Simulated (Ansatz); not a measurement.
Input, command and steps of an Ansatz relaxation.

```yaml
crystal:
  lattice:
    - [4.0943336533, 0.0, 0.0]
    - [-2.0471668266, 3.5457969553, 0.0]
    - [0.0, 0.0, 4.9435303064]
  atoms:
    - { symbol: Al, position: [0.3333333333, 0.6666666667, 0.138] }
    - { symbol: Al, position: [0.6666666667, 0.3333333333, 0.862] }
    - { symbol: Si, position: [0.0, 0.0, 0.0] }
    - { symbol: Si, position: [0.3333333333, 0.6666666667, 0.625] }
    - { symbol: Si, position: [0.6666666667, 0.3333333333, 0.375] }
basis:
  ecutwfc: 420
kpoints:
  mp_grid: { grid: [6, 6, 4] }
hamiltonian:
  xc: pbe
scf:
  occupations: { method: gaussian, width: 0.1 }
  lower_state_search: "off"
output:
  forces: true
  stress: true
  eigenvalues: true
relax:
  adjacent_minimum: "off"
  f_tol: 0.04
  max_steps: 70
  cell: { stress_tol: 0.4 }
```

```bash
ansatz run input.yaml --threads 1 --pin off --max-ram 2560MiB --backend cpu --events-out ev --progress --plain --runs-dir out
```

Theory: DFT PBE, scalar-relativistic, plane waves, PAW (Ansatz 0.2.0).

Of 14 frames 10 are shown, positions in Å and forces in eV/Å; the SCF threshold varies from step to step. Steps run on the plane waves of an earlier cell, with a Pulay correction in the pressure. The basis is chosen afresh for the last frame, the zero of the energies, and at times for earlier ones too; energy and pressure step there, also at an unchanged geometry. Here that happened at step 10 (-15 meV/atom, 0.4 GPa); the frames before carry an error of that size.

```xyz
5
Lattice="4.0943 0.0000 0.0000 -2.0472 3.5458 0.0000 0.0000 0.0000 4.9435" Properties=species:S:1:pos:R:3:forces:R:3 pbc="T T T" step=1 free_energy_over_end_meV_per_atom=293.82 pressure_GPa=18.35
Al    0.0000    2.3639    0.6822    0.0000    0.0000    0.3824
Al    2.0472    1.1819    4.2613    0.0000    0.0000   -0.3824
Si    0.0000    0.0000    0.0000    0.0000    0.0000    0.0000
Si    0.0000    2.3639    3.0897    0.0000    0.0000   -0.1865
Si    2.0472    1.1819    1.8538    0.0000    0.0000    0.1865
5
Lattice="4.2361 0.0000 0.0000 -2.1180 3.6686 0.0000 0.0000 0.0000 5.1136" Properties=species:S:1:pos:R:3:forces:R:3 pbc="T T T" step=2 free_energy_over_end_meV_per_atom=181.24 pressure_GPa=5.93
Al    0.0000    2.4457    0.7106    0.0000    0.0000    0.2139
Al    2.1180    1.2229    4.4031    0.0000    0.0000   -0.2139
Si    0.0000    0.0000    0.0000    0.0000    0.0000    0.0000
Si    0.0000    2.4457    3.1804    0.0000    0.0000   -0.0931
Si    2.1180    1.2229    1.9332    0.0000    0.0000    0.0931
5
Lattice="4.2787 0.0000 0.0000 -2.1393 3.7055 0.0000 0.0000 0.0000 5.4812" Properties=species:S:1:pos:R:3:forces:R:3 pbc="T T T" step=4 free_energy_over_end_meV_per_atom=153.05 pressure_GPa=-1.03
Al    0.0000    2.4703    0.8132    0.0000    0.0000    0.0314
Al    2.1393    1.2352    4.6680    0.0000    0.0000   -0.0314
Si    0.0000    0.0000    0.0000    0.0000    0.0000    0.0000
Si    0.0000    2.4703    3.3565    0.0000    0.0000   -0.1315
Si    2.1393    1.2352    2.1247    0.0000    0.0000    0.1315
5
Lattice="4.1943 0.0000 0.0000 -2.0972 3.6324 0.0000 0.0000 0.0000 5.7269" Properties=species:S:1:pos:R:3:forces:R:3 pbc="T T T" step=5 free_energy_over_end_meV_per_atom=128.58 pressure_GPa=-0.97
Al    0.0000    2.4216    0.8667    0.0000    0.0000    0.1471
Al    2.0972    1.2108    4.8602    0.0000    0.0000   -0.1471
Si    0.0000    0.0000    0.0000    0.0000    0.0000    0.0000
Si    0.0000    2.4216    3.4216    0.0000    0.0000   -0.0510
Si    2.0972    1.2108    2.3053    0.0000    0.0000    0.0510
5
Lattice="4.0021 0.0000 0.0000 -2.0010 3.4659 0.0000 0.0000 0.0000 6.2164" Properties=species:S:1:pos:R:3:forces:R:3 pbc="T T T" step=7 free_energy_over_end_meV_per_atom=32.62 pressure_GPa=0.78
Al    0.0000    2.3106    1.0555    0.0000    0.0000   -0.0565
Al    2.0010    1.1553    5.1608    0.0000    0.0000    0.0565
Si    0.0000    0.0000    0.0000    0.0000    0.0000    0.0000
Si    0.0000    2.3106    3.6194    0.0000    0.0000    0.1865
Si    2.0010    1.1553    2.5970    0.0000    0.0000   -0.1865
5
Lattice="3.9387 0.0000 0.0000 -1.9694 3.4111 0.0000 0.0000 0.0000 6.4552" Properties=species:S:1:pos:R:3:forces:R:3 pbc="T T T" step=8 free_energy_over_end_meV_per_atom=18.24 pressure_GPa=0.62
Al    0.0000    2.2740    1.1293    0.0000    0.0000   -0.0268
Al    1.9694    1.1370    5.3259    0.0000    0.0000    0.0268
Si    0.0000    0.0000    0.0000    0.0000    0.0000    0.0000
Si    0.0000    2.2740    3.7370    0.0000    0.0000    0.0863
Si    1.9694    1.1370    2.7182    0.0000    0.0000   -0.0863
5
Lattice="3.9323 0.0000 0.0000 -1.9661 3.4054 0.0000 0.0000 0.0000 6.5290" Properties=species:S:1:pos:R:3:forces:R:3 pbc="T T T" step=10 free_energy_over_end_meV_per_atom=2.60 pressure_GPa=0.51
Al    0.0000    2.2703    1.1485    0.0000    0.0000   -0.0535
Al    1.9661    1.1351    5.3805    0.0000    0.0000    0.0535
Si    0.0000    0.0000    0.0000    0.0000    0.0000    0.0000
Si    0.0000    2.2703    3.7761    0.0000    0.0000    0.0267
Si    1.9661    1.1351    2.7529    0.0000    0.0000   -0.0267
5
Lattice="3.9297 0.0000 0.0000 -1.9648 3.4032 0.0000 0.0000 0.0000 6.6068" Properties=species:S:1:pos:R:3:forces:R:3 pbc="T T T" step=11 free_energy_over_end_meV_per_atom=1.28 pressure_GPa=-0.05
Al    0.0000    2.2688    1.1594    0.0000    0.0000   -0.0285
Al    1.9648    1.1344    5.4474    0.0000    0.0000    0.0285
Si    0.0000    0.0000    0.0000    0.0000    0.0000    0.0000
Si    0.0000    2.2688    3.8095    0.0000    0.0000   -0.0212
Si    1.9648    1.1344    2.7973    0.0000    0.0000    0.0212
5
Lattice="3.9068 0.0000 0.0000 -1.9534 3.3833 0.0000 0.0000 0.0000 6.7296" Properties=species:S:1:pos:R:3:forces:R:3 pbc="T T T" step=13 free_energy_over_end_meV_per_atom=0.11 pressure_GPa=0.04
Al    0.0000    2.2556    1.1780    0.0000    0.0000    0.0037
Al    1.9534    1.1278    5.5516    0.0000    0.0000   -0.0037
Si    0.0000    0.0000    0.0000    0.0000    0.0000    0.0000
Si    0.0000    2.2556    3.8603    0.0000    0.0000   -0.0247
Si    1.9534    1.1278    2.8693    0.0000    0.0000    0.0247
5
Lattice="3.9068 0.0000 0.0000 -1.9534 3.3833 0.0000 0.0000 0.0000 6.7296" Properties=species:S:1:pos:R:3:forces:R:3 pbc="T T T" step=14 free_energy_over_end_meV_per_atom=0.00 pressure_GPa=0.04
Al    0.0000    2.2556    1.1780    0.0000    0.0000    0.0034
Al    1.9534    1.1278    5.5516    0.0000    0.0000   -0.0034
Si    0.0000    0.0000    0.0000    0.0000    0.0000    0.0000
Si    0.0000    2.2556    3.8603    0.0000    0.0000   -0.0244
Si    1.9534    1.1278    2.8693    0.0000    0.0000    0.0244
```

The start puts this composition into another compound's structure type, which needn't suit it. At the end the space group is P-3m1 (tolerance 0.05 Å).

The run took 28 s on 1 thread of Arm Neoverse V1 (shared host), peak memory 0.34 GiB.

The k mesh is coarse.